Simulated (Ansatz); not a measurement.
Here is the system:

AlP:
```
CELL_PARAMETERS angstrom
      0.00000     2.75388     2.75388
      2.75388     0.00000     2.75388
      2.75388     2.75388     0.00000
ATOMIC_POSITIONS crystal
  P  0.75000 0.75000 0.75000
  Al 0.00000 0.00000 0.00000
```

This is the PBE-relaxed structure.

Task: All from PBE in the plane-wave PAW code Ansatz, unless another level is named. Give the HSE06 gap on the PBE cell.

Result: 2.31 eV.

Task: What about the band gap?

Result: 1.63 eV (indirect).

Task: Next, the hole effective mass, band 2 of 3 at the edge?

Result: 0.56 along [100], 0.56 along [110], 1.4 along [111] (mₑ).

Task: Predict the valence-band maximum.

Result: at Γ.

Task: What about the conduction-band minimum?

Result: at X (3 equivalent valleys).

Space group F-43m (zinc blende). Symmetry was held in the PBE relaxation; phonons on a q-mesh show no instability.

Potentials: the later of the program's two PAW sets.
